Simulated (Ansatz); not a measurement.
Molecular dynamics on a 2×2×1 supercell (32 atoms) of SiC (P6_3mc), relaxed with r2SCAN. Forces come from r2SCAN in Ansatz: a Langevin thermostat at fixed volume, 450 K, steps of 1 fs. Computed, non-magnetic; the trajectory is short and the cell small, so nothing here is a converged average.

```yaml
crystal:
  lattice:
    - [6.155109543, 0.0, 0.0]
    - [-3.0775547715, 5.3304812273, 0.0]
    - [0.0, 0.0, 10.0767208995]
  atoms:
    - { symbol: Si, position: [0.3333333333, 0.1666666667, 0.937841525] }
    - { symbol: Si, position: [0.1666666667, 0.3333333333, 0.437841525] }
    - { symbol: Si, position: [0.0, 0.0, 0.6878903877] }
    - { symbol: Si, position: [0.0, 0.0, 0.1878903877] }
    - { symbol: C, position: [0.3333333333, 0.1666666667, 0.7498007828] }
    - { symbol: C, position: [0.1666666667, 0.3333333333, 0.2498007828] }
    - { symbol: C, position: [0.0, 0.0, 0.5004663045] }
    - { symbol: C, position: [0.0, 0.0, 0.0004663045] }
    - { symbol: Si, position: [0.3333333333, 0.6666666667, 0.937841525] }
    - { symbol: Si, position: [0.1666666667, 0.8333333333, 0.437841525] }
    - { symbol: Si, position: [0.0, 0.5, 0.6878903877] }
    - { symbol: Si, position: [0.0, 0.5, 0.1878903877] }
    - { symbol: C, position: [0.3333333333, 0.6666666667, 0.7498007828] }
    - { symbol: C, position: [0.1666666667, 0.8333333333, 0.2498007828] }
    - { symbol: C, position: [0.0, 0.5, 0.5004663045] }
    - { symbol: C, position: [0.0, 0.5, 0.0004663045] }
    - { symbol: Si, position: [0.8333333333, 0.1666666667, 0.937841525] }
    - { symbol: Si, position: [0.6666666667, 0.3333333333, 0.437841525] }
    - { symbol: Si, position: [0.5, 0.0, 0.6878903877] }
    - { symbol: Si, position: [0.5, 0.0, 0.1878903877] }
    - { symbol: C, position: [0.8333333333, 0.1666666667, 0.7498007828] }
    - { symbol: C, position: [0.6666666667, 0.3333333333, 0.2498007828] }
    - { symbol: C, position: [0.5, 0.0, 0.5004663045] }
    - { symbol: C, position: [0.5, 0.0, 0.0004663045] }
    - { symbol: Si, position: [0.8333333333, 0.6666666667, 0.937841525] }
    - { symbol: Si, position: [0.6666666667, 0.8333333333, 0.437841525] }
    - { symbol: Si, position: [0.5, 0.5, 0.6878903877] }
    - { symbol: Si, position: [0.5, 0.5, 0.1878903877] }
    - { symbol: C, position: [0.8333333333, 0.6666666667, 0.7498007828] }
    - { symbol: C, position: [0.6666666667, 0.8333333333, 0.2498007828] }
    - { symbol: C, position: [0.5, 0.5, 0.5004663045] }
    - { symbol: C, position: [0.5, 0.5, 0.0004663045] }
kpoints:
  mp_grid: { grid: [3, 3, 2] }
hamiltonian:
  xc: r2scan
scf:
  occupations: { method: fermi_dirac, width: 0.039 }
md:
  ensemble: nvt_langevin
  temperature: 450
  timestep: 1.0
  n_steps: 20
  initial_velocities: maxwell_boltzmann
  seed: 6060
```

Command: `ansatz run input.yaml --threads 4 --pin off --max-ram 5529MiB --backend cpu --events-out ev --progress --plain --runs-dir out`.

Q: It ran on 4 threads of Arm Neoverse V1 (shared host). About how long did it take, and what peak of host memory did it reach?

A: About 4.8 min, with a peak of 1.6 GiB.

Q: How do temperature and energy develop?

A: The temperature starts at 436 K, is lowest at step 12 (166 K, 12 fs) and ends at 355 K. The thermostat hasn't had time to restore it. The atoms start on their lattice sites with kinetic energy alone, so much of it first passes into potential energy. By the last step the atoms have moved 0.08 Å in the root mean square, the drift of the whole cell taken out, 0.15 Å at most.
```
step  t (fs)  T (K)  free energy F from step 0 (meV/atom)  kinetic energy (meV/atom)  largest force (eV/Å)
   0       0    436                                   0.0                       56.3                  0.01
   1       1    429                                   0.8                       55.5                  0.39
   2       2    416                                   3.1                       53.7                  0.77
   3       3    397                                   6.8                       51.4                  1.13
   4       4    355                                  11.5                       45.9                  1.46
   5       5    308                                  16.8                       39.8                  1.75
   6       6    258                                  22.1                       33.3                  2.03
   7       7    251                                  27.6                       32.5                  2.31
   8       8    225                                  32.7                       29.1                  2.54
   9       9    187                                  36.6                       24.1                  2.68
  10      10    181                                  39.3                       23.3                  2.74
  11      11    171                                  40.7                       22.2                  2.70
  12      12    166                                  40.9                       21.5                  2.57
  13      13    168                                  40.1                       21.7                  2.51
  14      14    182                                  38.4                       23.6                  2.56
  15      15    222                                  36.2                       28.7                  2.61
  16      16    242                                  33.9                       31.3                  2.65
  17      17    270                                  31.6                       34.9                  2.67
  18      18    301                                  29.6                       38.9                  2.66
  19      19    339                                  28.3                       43.9                  2.65
  20      20    355                                  27.9                       45.9                  2.62
```

Positions (Å) and forces (eV/Å) at step 20:
```
Si   1.532   0.877   9.423    -0.330  -0.522   0.252
Si   0.000   1.784   4.486     0.051   0.682  -1.343
Si   0.063  -0.027   6.901    -0.790   0.228   0.704
Si  -0.077   0.013   1.975     0.741   0.059  -0.891
C    1.554   0.883   7.519     0.444   0.624   0.545
C   -0.025   1.803   2.566     0.104  -0.405  -0.132
C   -0.020   0.023   5.032    -0.429  -0.423   0.251
C   -0.013  -0.022   0.063     0.212   0.023  -0.028
Si  -0.001   3.492   9.445    -0.091   0.316  -0.309
Si  -1.545   4.553   4.421     0.387  -0.859  -0.212
Si  -1.507   2.698   6.879     0.446  -1.106   0.744
Si  -1.532   2.719   1.939     0.045   0.271  -0.146
C    0.049   3.578   7.527    -0.386  -0.252   0.176
C   -1.565   4.533   2.554    -0.113  -0.733  -0.282
C   -1.544   2.732   4.960     0.388   0.047   1.397
C   -1.540   2.628   0.060     0.204   0.144  -0.336
Si   4.570   0.817   9.572     1.406   0.848  -2.048
Si   3.106   1.828   4.350    -0.317  -0.194   0.628
Si   3.124   0.048   6.976     0.572  -0.287  -0.756
Si   3.050   0.021   1.902    -0.053  -0.079  -0.249
C    4.720   0.845   7.593    -1.226   1.188  -0.029
C    3.088   1.825   2.484    -0.233  -0.610   0.056
C    3.095   0.076   5.034    -0.309  -0.314   0.495
C    3.053  -0.057   0.002    -0.610   0.071   0.399
Si   3.107   3.535   9.492    -0.064   0.270  -0.508
Si   1.464   4.429   4.404     1.036   0.428  -0.060
Si   1.595   2.700   6.907    -0.242  -0.529   0.520
Si   1.517   2.602   1.848    -0.121   1.124   0.665
C    3.140   3.543   7.565    -0.183   0.040   0.087
C    1.472   4.413   2.509     0.243  -0.087   0.139
C    1.573   2.670   5.037    -0.449   0.202   0.050
C    1.559   2.639  -0.027    -0.332  -0.162   0.221
```
